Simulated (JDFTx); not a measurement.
System: Al(100) (Fm-3m bulk; lattice of mp-134, not re-optimised at this level), c(2×2) cell of 8 atoms in 4 planes, area 16.31 Å² a face, 6.1 Å between the outermost planes in a cell 25.1 Å high; k mesh 6×6×1, Fermi width 0.01 Ha, no spin polarisation.

Adsorbate: Cl on both faces at 0.50 monolayer, started bridge and relaxed in vacuum, keeping the symmetry of the start.

Computed with JDFTx (a modified build): PBE, GBRV ultrasoft potentials, plane waves to 20/100 Ha. The adsorption energy per Cl is [E(slab + 2 Cl) − E(slab)]/2 − (E(HCl) − ½ E(H2)), with the gas molecules relaxed at the same level and slab energies taken as (E + F)/2, the usual estimate of zero smearing. In reaction energies these potentials put H₂ about 0.03 eV too high against large-basis PBE. These are electronic energies without vibrational corrections. Both faces are alike, and the cell allows no reconstruction beyond its size.

Predict the adsorption energy and the geometry, and the change of the work function.

-0.98 eV. Cl sits 1.94 Å above the highest substrate atom, bound to 2 Al at 2.43 Å. The work function goes from 4.33 to 4.83 eV. In linear PCM (GLSSA13), water, 1 M NaCl, at zero charge, the adsorption energy is -0.98 eV and the potential of zero charge moves from -0.37 to 0.06 V vs SHE (4.44 V convention).
